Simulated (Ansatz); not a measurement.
This cell of BN (zinc blende) is off equilibrium:

```
CELL_PARAMETERS angstrom
      0.00000     1.80285     1.80285
      1.80285     0.00000     1.80285
      1.80285     1.80285     0.00000
ATOMIC_POSITIONS crystal
  N  0.75000 0.75000 0.77510
  B  0.00000 0.00000 0.00000
```

These are PBEsol (plane waves to 420 eV, PAW, scalar-relativistic; Ansatz, an electronic-structure program) values and carry that method's errors. k mesh 13×13×13 (Γ-centred), Fermi-Dirac smearing 0.05 eV. Energies are smeared free energies. Stress and pressure are positive under compression. BN was relaxed with its symmetry unable to fall.

Predict the force on every atom, in eV/Å.


| atom | Fx | Fy | Fz |
|---|---|---|---|
| N1 | -1.111 | -1.111 | -0.203 |
| B2 | 1.111 | 1.111 | 0.203 |

Give the stress tensor in GPa and the pressure.


```
   1.13     1.35     1.52
   1.35     1.13     1.52
   1.52     1.52     1.46
```
The pressure, a third of the trace, is 1.24 GPa.

In it atom 1 sits (0.045, 0.045, 0.000) Å away from its relaxed site. What is its energy relative to the relaxed cell?

50 meV/cell.

(A displaced cell: forces are minus the slopes of the energy, force constants its curvatures, and phonons follow from these.)
